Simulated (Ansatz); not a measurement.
An Ansatz (a program for electronic structure) run. Input:

Ansatz 0.2 input:
```yaml
crystal:
  lattice:
    - [2.9762932139, 0.0, 0.0]
    - [0.0, 2.9762932139, 0.0]
    - [0.0, 0.0, 2.9762932139]
  atoms:
    - { symbol: Al, position: [0.0, 0.0, 0.0] }
    - { symbol: Ru, position: [0.5, 0.5, 0.5] }
kpoints:
  mp_grid: { grid: [29, 29, 29] }
hamiltonian:
  xc: pbesol
  pseudopotentials: { kind: paw }
scf:
  occupations: { method: fermi_dirac, width: 0.1 }
elastic: { mode: relaxed_ion, stencil: two_point, amplitude: 0.005, f_tol: 0.0005 }
```

Output (shortened):

```
Pseudopotential: Al, paw, valence charge 3
Pseudopotential: Ru, paw, valence charge 16
Functional definition: PBEsol
Crystal: 2 atoms, lattice volume = 26.365 Å³
Basis set: ecut = 420 eV, 485 PW (Γ), exchange–correlation on 40×40×40 points (8 copies of the dense FFT grid, shifted against one another)
Bands: 14, of which v1, the nominal top of the filled ones, is band 10 counted from 1 (9 counted from 0)
Symmetry: 48 space group operations
Space group: Pm-3m (ITA 221), of the structure as read, at distance tolerance 3.0e-5 Å
k-points: 680 of 24389
SCF iter   1: F=—  HF=-6342.337409 eV  |F-HF|=—  |Δ(HF+E_count)|=         —  Δρ=8.99e-3  dr2=2.42e-2  ethr=1.77e-3  ⟨swp⟩=5.0  Hψ=50817  notcnv=0
preconditioner: auto → none
SCF iter   2: F=—  HF=-6342.333845 eV  |F-HF|=—  |Δ(HF+E_count)|=   3.56e-3  Δρ=5.09e-3  dr2=8.73e-3  ethr=1.27e-4  ⟨swp⟩=1.1  Hψ=15061  notcnv=0
SCF iter   3: F=—  HF=-6342.331912 eV  |F-HF|=—  |Δ(HF+E_count)|=   1.93e-3  Δρ=5.62e-4  dr2=8.17e-5  ethr=4.59e-5  ⟨swp⟩=2.5  Hψ=14255  notcnv=0
SCF iter   4: F=—  HF=-6342.331824 eV  |F-HF|=—  |Δ(HF+E_count)|=   8.84e-5  Δρ=1.26e-4  dr2=3.30e-6  ethr=4.30e-7  ⟨swp⟩=2.0  Hψ=13593  notcnv=0
SCF iter   5: F=—  HF=-6342.331824 eV  |F-HF|=—  |Δ(HF+E_count)|=   4.52e-7  Δρ=1.04e-5  dr2=1.69e-8  ethr=1.73e-8  ⟨swp⟩=2.5  Hψ=15238  notcnv=0
SCF iter   6: F=—  HF=-6342.331824 eV  |F-HF|=—  |Δ(HF+E_count)|=   3.13e-7  Δρ=9.44e-7  dr2=1.11e-10  ethr=8.90e-11  ⟨swp⟩=2.4  Hψ=15675  notcnv=0
SCF iter   7: F=—  HF=-6342.331824 eV  |F-HF|=—  |Δ(HF+E_count)|=  2.55e-11  Δρ=1.01e-7  dr2=4.37e-13  ethr=5.83e-13 (applied; sched 1.00e-12)  ⟨swp⟩=2.5  Hψ=15935  notcnv=0
SCF iter   8: F=-6342.331824 eV  HF=-6342.331824 eV  |F-HF|=0.00e0  |Δ(HF+E_count)|=  1.82e-12  Δρ=3.64e-9  dr2=3.28e-15  ethr=1.00e-12  ⟨swp⟩=4.1  Hψ=32432  notcnv=0
SCF 1 converged in 8 iterations: F = -6342.331824 eV  dr2 = 3.28e-15
Crystal: 2 atoms, lattice volume = 26.233 Å³
Symmetry: 16 space group operations
k-points: 1800 of 24389
iter 1 solved again at ethr=1.02e-6 eV; its pass at ethr=3.10e-3 eV (dr2=1.94e-4 eV) is discarded
SCF iter   1: F=—  HF=-6342.331106 eV  |F-HF|=—  |Δ(HF+E_count)|=         —  Δρ=7.48e-4  dr2=1.52e-4  ethr=1.02e-6  ⟨swp⟩=2.1  Hψ=154184  notcnv=0  defer=18
preconditioner: auto → none
SCF iter   2: F=—  HF=-6342.331075 eV  |F-HF|=—  |Δ(HF+E_count)|=   3.12e-5  Δρ=2.92e-4  dr2=1.60e-5  ethr=7.98e-7  ⟨swp⟩=1.9  Hψ=32233  notcnv=0  defer=18
SCF iter   3: F=—  HF=-6342.331000 eV  |F-HF|=—  |Δ(HF+E_count)|=   7.52e-5  Δρ=5.40e-5  dr2=6.45e-7  ethr=8.42e-8  ⟨swp⟩=1.7  Hψ=29861  notcnv=0  defer=18
SCF iter   4: F=—  HF=-6342.331000 eV  |F-HF|=—  |Δ(HF+E_count)|=   7.39e-8  Δρ=7.17e-6  dr2=4.54e-9  ethr=3.40e-9  ⟨swp⟩=2.2  Hψ=39925  notcnv=0  defer=18
SCF iter   5: F=—  HF=-6342.331000 eV  |F-HF|=—  |Δ(HF+E_count)|=  5.93e-10  Δρ=1.49e-6  dr2=1.75e-10  ethr=2.39e-11  ⟨swp⟩=2.6  Hψ=40170  notcnv=0  defer=18
SCF iter   6: F=—  HF=-6342.331000 eV  |F-HF|=—  |Δ(HF+E_count)|=  3.64e-12  Δρ=2.38e-7  dr2=7.23e-12  ethr=9.20e-13 (applied; sched 1.00e-12)  ⟨swp⟩=2.2  Hψ=41865  notcnv=0  defer=19
SCF iter   7: F=-6342.331000 eV  HF=-6342.331000 eV  |F-HF|=1.82e-12  |Δ(HF+E_count)|=  4.55e-12  Δρ=2.30e-8  dr2=4.84e-14  ethr=1.00e-12  ⟨swp⟩=3.0  Hψ=105146  notcnv=0
SCF 2 converged in 7 iterations: F = -6342.331000 eV  dr2 = 4.84e-14
Crystal: 2 atoms, lattice volume = 26.497 Å³
iter 1 solved again at ethr=9.54e-11 eV; its pass at ethr=3.10e-3 eV (dr2=1.81e-8 eV) is discarded
SCF iter   1: F=—  HF=-6342.331331 eV  |F-HF|=—  |Δ(HF+E_count)|=         —  Δρ=1.83e-5  dr2=1.95e-8  ethr=9.54e-11  ⟨swp⟩=3.1  Hψ=158438  notcnv=0  defer=6
preconditioner: auto → none
SCF iter   2: F=—  HF=-6342.331252 eV  |F-HF|=—  |Δ(HF+E_count)|=   7.95e-5  Δρ=8.82e-6  dr2=2.67e-9  ethr=9.54e-11  ⟨swp⟩=2.0  Hψ=42294  notcnv=0  defer=6
SCF iter   3: F=—  HF=-6342.331252 eV  |F-HF|=—  |Δ(HF+E_count)|=   1.99e-9  Δρ=1.97e-6  dr2=2.26e-10  ethr=1.41e-11  ⟨swp⟩=2.0  Hψ=38807  notcnv=0  defer=6
SCF iter   4: F=—  HF=-6342.331252 eV  |F-HF|=—  |Δ(HF+E_count)|=  1.26e-10  Δρ=2.99e-7  dr2=1.04e-11  ethr=1.19e-12  ⟨swp⟩=2.0  Hψ=42102  notcnv=0  defer=6
SCF iter   5: F=—  HF=-6342.331252 eV  |F-HF|=—  |Δ(HF+E_count)|=  9.09e-13  Δρ=9.90e-8  dr2=1.74e-12  ethr=5.47e-14 (applied; sched 1.00e-12)  ⟨swp⟩=1.0  Hψ=25329  notcnv=0  defer=19
SCF iter   6: F=-6342.331252 eV  HF=-6342.331252 eV  |F-HF|=0.00e0  |Δ(HF+E_count)|=  1.82e-12  Δρ=7.26e-9  dr2=6.12e-15  ethr=1.00e-12  ⟨swp⟩=3.0  Hψ=90605  notcnv=0
SCF 3 converged in 6 iterations: F = -6342.331252 eV  dr2 = 6.12e-15
Crystal: 2 atoms, lattice volume = 26.365 Å³
Symmetry: 8 space group operations
k-points: 3375 of 24389
iter 1 solved again at ethr=7.77e-8 eV; its pass at ethr=3.10e-3 eV (dr2=1.48e-5 eV) is discarded
SCF iter   1: F=—  HF=-6342.331626 eV  |F-HF|=—  |Δ(HF+E_count)|=         —  Δρ=3.61e-4  dr2=2.56e-5  ethr=7.77e-8  ⟨swp⟩=3.5  Hψ=311439  notcnv=0  defer=31
preconditioner: auto → none
SCF iter   2: F=—  HF=-6342.331545 eV  |F-HF|=—  |Δ(HF+E_count)|=   8.17e-5  Δρ=1.31e-4  dr2=2.80e-6  ethr=7.77e-8  ⟨swp⟩=2.0  Hψ=71405  notcnv=0  defer=31
SCF iter   3: F=—  HF=-6342.331544 eV  |F-HF|=—  |Δ(HF+E_count)|=   6.73e-7  Δρ=2.29e-5  dr2=5.03e-8  ethr=1.47e-8  ⟨swp⟩=1.1  Hψ=48791  notcnv=0  defer=31
SCF iter   4: F=—  HF=-6342.331544 eV  |F-HF|=—  |Δ(HF+E_count)|=   1.24e-7  Δρ=3.68e-6  dr2=5.81e-10  ethr=2.65e-10  ⟨swp⟩=2.0  Hψ=64596  notcnv=0  defer=31
SCF iter   5: F=—  HF=-6342.331544 eV  |F-HF|=—  |Δ(HF+E_count)|=  4.16e-10  Δρ=4.73e-7  dr2=3.99e-11  ethr=3.06e-12  ⟨swp⟩=2.5  Hψ=76935  notcnv=0  defer=31
SCF iter   6: F=—  HF=-6342.331544 eV  |F-HF|=—  |Δ(HF+E_count)|=  1.09e-11  Δρ=7.82e-8  dr2=5.59e-13  ethr=2.10e-13 (applied; sched 1.00e-12)  ⟨swp⟩=2.7  Hψ=77249  notcnv=0  defer=36
SCF iter   7: F=-6342.331544 eV  HF=-6342.331544 eV  |F-HF|=2.73e-12  |Δ(HF+E_count)|=  9.09e-13  Δρ=9.70e-9  dr2=8.80e-15  ethr=1.00e-12  ⟨swp⟩=4.0  Hψ=155346  notcnv=0
SCF 4 converged in 7 iterations: F = -6342.331544 eV  dr2 = 8.80e-15
Crystal: 2 atoms, lattice volume = 26.365 Å³
iter 1 solved again at ethr=5.47e-11 eV; its pass at ethr=3.10e-3 eV (dr2=1.04e-8 eV) is discarded
SCF iter   1: F=—  HF=-6342.331619 eV  |F-HF|=—  |Δ(HF+E_count)|=         —  Δρ=1.22e-5  dr2=1.06e-8  ethr=5.47e-11  ⟨swp⟩=2.7  Hψ=289223  notcnv=0  defer=15
preconditioner: auto → none
SCF iter   2: F=—  HF=-6342.331544 eV  |F-HF|=—  |Δ(HF+E_count)|=   7.49e-5  Δρ=5.21e-6  dr2=3.33e-9  ethr=5.47e-11  ⟨swp⟩=2.0  Hψ=79848  notcnv=0  defer=15
SCF iter   3: F=—  HF=-6342.331544 eV  |F-HF|=—  |Δ(HF+E_count)|=   1.11e-9  Δρ=1.56e-6  dr2=1.63e-10  ethr=1.75e-11  ⟨swp⟩=1.5  Hψ=54401  notcnv=0  defer=15
SCF iter   4: F=—  HF=-6342.331544 eV  |F-HF|=—  |Δ(HF+E_count)|=  8.73e-11  Δρ=2.24e-7  dr2=6.88e-12  ethr=8.59e-13 (applied; sched 1.00e-12)  ⟨swp⟩=2.2  Hψ=78465  notcnv=0  defer=23
SCF iter   5: F=-6342.331544 eV  HF=-6342.331544 eV  |F-HF|=0.00e0  |Δ(HF+E_count)|=  1.82e-12  Δρ=4.22e-8  dr2=8.58e-14  ethr=1.00e-12  ⟨swp⟩=3.0  Hψ=195679  notcnv=0
SCF 5 converged in 5 iterations: F = -6342.331544 eV  dr2 = 8.58e-14
SCF converged after 8 iterations
Free energy (F): -6342.331824 eV
Harris-Foulkes:  -6342.331824 eV  (|F-HF|=0.00e0)
Internal energy: -6342.281364 eV  (E = F + TS)
E sigma→0 (E₀):  -6342.306594 eV
Entropy (-TS):   -0.050459 eV (-25.230 meV/atom)
Fermi energy:    16.307149 eV
--- Per-component energies (eV) ---
  E_band       = -116.599531
  E_kinetic    = 543.862405
  E_local      = -1784.321762  (includes V_loc(G=0)·N_el)
  E_nonlocal   = 356.659157
  E_hartree    = 632.778325
  E_xc         = -231.024488
  E_vxc        = -270.631404  (∫ρ·V_xc dr)
  E_paw        = -3855.424284  (= ΣΔE_a)
  E_vpaw       = -227.724381  (= ΣTr[D̂ρ^β])
  E_aug_tail   = -0.000192  (compensation charges beyond the density's cutoff)
  E_ewald      = -2005.082960
  E_core_change = 0.272435  (= ΣΔE_core)
  E_smearing   = -0.050459  (= −TS)
  E_closure    = 0.000000  (closes the sum)
  Σ components = -6342.331824   (vs F -6342.331824, Δ=0.00e0)
  [band-id]    e_kinetic+e_local+e_nonlocal+2·e_hartree+e_vxc+e_vpaw+e_augmentation_tail = -116.599528   (vs E_band -116.599531, Δ=2.75e-6)
--- Forces (eV/Å), atoms counted from 1 ---
  atom   1  Al     0.00000000     0.00000000     0.00000000
  atom   2  Ru     0.00000000     0.00000000     0.00000000
  max |Σ_I F_I| component: 0.0 eV/Å
--- Stress (GPa, compression-positive) ---
        0.143489       0.000000       0.000000
        0.000000       0.143489       0.000000
        0.000000       0.000000       0.143489
  P = ⅓ Tr σ = 0.1435 GPa (1.435 kbar)
--- Band table (eV; the first three rows and the last of 680) ---
  k-point 0: bands = ["-55.4361", "-25.4061", "-25.4061", "-25.4061", "6.5305", "12.6167", "12.6167", "16.4867", "16.4867", "16.4867", "22.4322", "22.4322", "22.4322", "27.3382"]
  k-point 1: bands = ["-55.4359", "-25.4088", "-25.4059", "-25.4059", "6.5537", "12.6250", "12.6256", "16.4561", "16.4561", "16.4896", "22.3092", "22.4800", "22.4800", "27.2826"]
  k-point 2: bands = ["-55.4353", "-25.4166", "-25.4053", "-25.4053", "6.6231", "12.6495", "12.6508", "16.3680", "16.3680", "16.4983", "21.9782", "22.6196", "22.6196", "27.1218"]
  k-point 679: bands = ["-55.3863", "-25.5765", "-25.5764", "-25.5764", "11.5645", "11.5868", "11.5868", "17.9044", "17.9044", "19.0194", "20.3079", "20.4712", "20.4712", "25.0226"]
--- Elastic constants: 2 strain directions × 2 members + reference (group order 48) ---
  dense FFT box of the reference and of every strained cell: 20×20×20
  strains applied: 11, 23; error gains: componentwise 1.00 (the most a stress slope's error grows in a printed constant), spectral 1.73 (1 for all six strains …
  C = ∂σ_k/∂η_j (tension-positive GPa; Voigt order 11 22 33 23 13 12):
       339.773    159.063    159.063      0.000      0.000      0.000
       159.063    339.773    159.063      0.000      0.000      0.000
       159.063    159.063    339.773      0.000      0.000      0.000
         0.000      0.000      0.000    136.234      0.000      0.000
         0.000      0.000      0.000      0.000    136.234      0.000
         0.000      0.000      0.000      0.000      0.000    136.234
  reference stress σ⁰ (GPa):     -0.143     -0.143     -0.143      0.000      0.000      0.000
  C* (energy form; C + prestress term) asymmetry max|C*_kj − C*_jk| = 5.684e-14 GPa — a small one proves nothing (zero by symmetry where the batch's group is …
  moduli (Voigt/Reuss/Hill, GPa): K = 219.30/219.30/219.30   G = 117.88/113.24/115.56   E = 294.88   ν = 0.276
  mechanically stable: yes (min eigenvalue of sym C = 136.23 GPa)
  where every solve meets its electron count the energy-path curvature estimates C_jj along a normal strain and C_jj − ¼(σ⁰_aa + σ⁰_bb) along a shear (ab), of …
  strain η (Voigt 11):  stress-route row diagonal C_11 = 339.77 GPa, energy-path curvature d²(F+E_count+ΔE)/dδ²/Ω₀ = 339.73 GPa
         δ    σ_11 (GPa)             F (eV)   n_scf  n_hpsi   n_pw
    -5.000e-3      -1.8729       -6342.3309999       7  468628    531   relax 0 steps, max|allowed force component| 0.0 eV/Å
     5.000e-3       1.5248       -6342.3312515       6  422831    536   relax 0 steps, max|allowed force component| 0.0 eV/Å
  strain η (Voigt 23):  stress-route row diagonal C_44 = 136.23 GPa, energy-path curvature d²(F+E_count+ΔE)/dδ²/Ω₀ = 136.31 GPa
         δ    σ_23 (GPa)             F (eV)   n_scf  n_hpsi   n_pw
    -5.000e-3      -0.6812       -6342.3315440       7  853117    536   relax 0 steps, max|allowed force component| 0.0 eV/Å
     5.000e-3       0.6812       -6342.3315440       5  744964    536   relax 0 steps, max|allowed force component| 0.0 eV/Å
```

Cost: about 100 core-seconds (a rough figure) on shared cores.

The cell was relaxed with PBEsol under the symmetry of its start; phonons on a q-mesh show no instability. The run is not spin-polarised. As this level gives no gap, shear constants depend on the k-mesh and smearing (Fermi–Dirac, 0.1 eV here). Spin–orbit coupling is left out wherever it is not named.

Potentials: the later of the program's two PAW sets.

Ansatz is a plane-wave DFT program.
